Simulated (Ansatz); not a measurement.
Ca$_{2}$Bi:
```xyz
6
Lattice="-2.4204 2.4204 8.4725 2.4204 -2.4204 8.4725 2.4204 2.4204 -8.4725" Properties=species:S:1:pos:R:3 pbc="T T T"
Ca     0.0000     2.4204     0.0000
Ca     2.4204     0.0000     0.0000
Ca     0.0000     0.0000     5.5251
Ca     0.0000     0.0000    11.4199
Bi     0.0000     0.0000     2.3100
Bi     0.0000     0.0000    14.6350
```

Relaxed with r²SCAN.

Tabulate the valence density and the electron localisation function along the shortest Ca–Ca contact (3.42 Å), DFT-r²SCAN in the program Ansatz with PAW potentials.



```csv
distance from Ca (Å),density (e/Å³),ELF
0.34,5.47,0.83
0.51,3.67,0.86
0.68,1.91,0.83
0.86,0.79,0.69
1.03,0.29,0.30
1.20,0.12,0.06
1.37,0.07,0.03
1.54,0.06,0.04
1.71,0.05,0.06
1.88,0.06,0.04
2.05,0.07,0.03
2.22,0.12,0.06
2.40,0.29,0.30
2.57,0.79,0.69
2.74,1.91,0.83
2.91,3.67,0.86
3.08,5.47,0.83
```

The density is the valence pseudo-density with augmentation charge, so density and ELF within about 1 Å of a nucleus are not all-electron values.

Space group I4/mmm. The workflow started from an entry of the Crystallography Open Database (COD). Whether it is the stable phase at ambient conditions was not checked. The cell was relaxed with r²SCAN under the symmetry of its start; whether a distortion lowers the energy is not shown. Scalar-relativistic: spin–orbit coupling is off unless named, which matters more the heavier the elements.

Potentials: the later of the program's two PAW sets.
